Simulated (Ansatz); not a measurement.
SrCl$_{2}$:
```xyz
3
Lattice="0.0000 3.5205 3.5205 3.5205 0.0000 3.5205 3.5205 3.5205 0.0000" Properties=species:S:1:pos:R:3 pbc="T T T"
Sr     0.0000     0.0000     0.0000
Cl     5.2807     5.2807     5.2807
Cl     1.7602     1.7602     1.7602
```

Relaxed with PBE. Special points in fractions of this cell's reciprocal vectors: Γ (0.000, 0.000, 0.000); X (0.500, 0.000, 0.500); U (0.625, 0.250, 0.625); K (0.375, 0.375, 0.750); L (0.500, 0.500, 0.500); W (0.500, 0.250, 0.750).

Problem. List the band energies nearest the valence-band maximum at these points for PBE in the plane-wave PAW code Ansatz.

Solution. In eV from the valence-band maximum; about four levels below and three above (degenerate sets whole), none deeper than 8.9 eV; points with the same levels are listed once.

```
k                                below                above
-  -----------------------------------  -------------------
Γ  -2.02 -2.02 -2.02 -0.32 -0.32 -0.32       5.24 6.11 6.11
X         -1.81 -1.81 -0.38 -0.38 0.00       5.52 6.97 7.56
U              -1.65 -0.67 -0.51 -0.10       5.95 7.06 7.28
L              -1.44 -1.27 -1.01 -1.01       6.70 6.70 7.43
W              -1.16 -1.16 -0.29 -0.10  6.22 6.97 7.15 7.15
```

Space group Fm-3m (fluorite). The PBE relaxation kept the symmetry of its start. Scalar-relativistic: spin–orbit coupling is off unless named, which matters more the heavier the elements.

Potentials: the later of the program's two PAW sets.
